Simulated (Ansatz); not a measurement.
The relaxed structure here is a generated cell of Bi2Te3: the first start was made by placing the elements on the sites of a structure type, and the end was not matched to a known phase here, so it may be hypothetical. Known forms of Bi2Te3 include space group No. 166.

A structure of Bi$_{2}$Te$_{3}$ relaxed with PBEsol (plane waves to 420 eV, PAW, scalar-relativistic; Ansatz, a program for electronic structure); single points at other levels follow on the same geometry (Ansatz, PAW; HSE06 at 420 eV on a 4×4×4 k-mesh; no spin-orbit coupling). Space group R32 (No. 155).

```
Bi2Te3
1.0
    3.77803     2.18124     3.87310
   -3.77803     2.18124     3.87310
    0.00000    -4.36249     3.87310
Te Bi
3 2
Direct
  0.19509   0.80491   0.50000
  0.50000   0.19509   0.80491
  0.80491   0.50000   0.19509
  0.32463   0.32463   0.32463
  0.67537   0.67537   0.67537
```

```tsv
level	gap (eV)	kind	conduction minimum
PBEsol	0.36	indirect	30 % of the way from Γ to T
HSE06	0.63	–	k = (0.15, 0.15, 0.15)
```

HSE06 gaps come from a coarse mesh plus a few chosen points, so they may be too large. No spin polarisation in the result.

The run could not lose the symmetry of its start, so the end can be a saddle point.
